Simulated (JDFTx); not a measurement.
| Property | Value |
|---|---|
| surface | Cu(110) |
| bulk | Cu, Fm-3m, lattice of mp-30 (not re-optimised) |
| slab | 5 atoms in 5 planes, (1×1), 5.0 Å between the outermost planes |
| in-plane cell | 3.577 × 2.530 Å, 9.05 Å² |
| cell height | 24.1 Å |
| sampling | 6×8×1 k mesh, Fermi smearing 0.01 Ha, no spin polarisation |

Adsorbate: F on both faces at 1.00 monolayer, started ontop and relaxed in vacuum, keeping the symmetry of the start.

Computed with JDFTx (a modified build): PBE, GBRV ultrasoft potentials, plane waves to 20/100 Ha. The adsorption energy per F is [E(slab + 2 F) − E(slab)]/2 − (½ E(F2)), with the gas molecules relaxed at the same level and slab energies taken as (E + F)/2, the usual estimate of zero smearing. These are electronic energies without vibrational corrections. Both faces are alike, and the cell allows no reconstruction beyond its size.

Question: Predict the adsorption energy and the geometry, and the change of the work function.

Answer: -1.82 eV. F sits 1.76 Å above the highest substrate atom, bound to 1 Cu at 1.76 Å. The work function goes from 4.36 to 9.58 eV. In linear PCM (GLSSA13), water, 1 M NaCl, at zero charge, the adsorption energy is -1.88 eV and the potential of zero charge moves from -0.33 to 3.98 V vs SHE (4.44 V convention).
